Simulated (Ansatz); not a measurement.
Values for one crystal, relaxed and computed with the program Ansatz at the r²SCAN level (PAW); other levels are named.

```yaml
volume_per_atom: 22.29 Å³
electronic_character: metallic (no gap)
Formation energy from the elements (no fitted shifts): -91 kJ/mol of atoms
Density of states at the Fermi level: 0.66 states/eV per atom (mean over ±0.08 eV)
```

Which compound is it?
A) Ta3Os, Fm-3m (Ta on 8c, Ta on 4b, Os on 4a)
B) AlNi3, Cu3Au type
C) YPd, Cmcm (Y on 4c, Pd on 4c)
D) Al3Pd2, La2O3 or Ni2Al3 type

C, YPd, Cmcm (Y on 4c, Pd on 4c)

The workflow started from a Materials Project entry (that database holds measured and hypothetical structures alike); the Crystallography Open Database copy checked does not list it. Whether it is the stable phase at ambient conditions was not checked. The r²SCAN relaxation kept the symmetry of its start; whether a distortion lowers the energy is not shown. The run is not spin-polarised. The references are the lowest solids computed at this level, not always the standard phases. Scalar-relativistic: spin–orbit coupling is off unless named, which matters more the heavier the elements.

Potentials: the later of the program's two PAW sets.
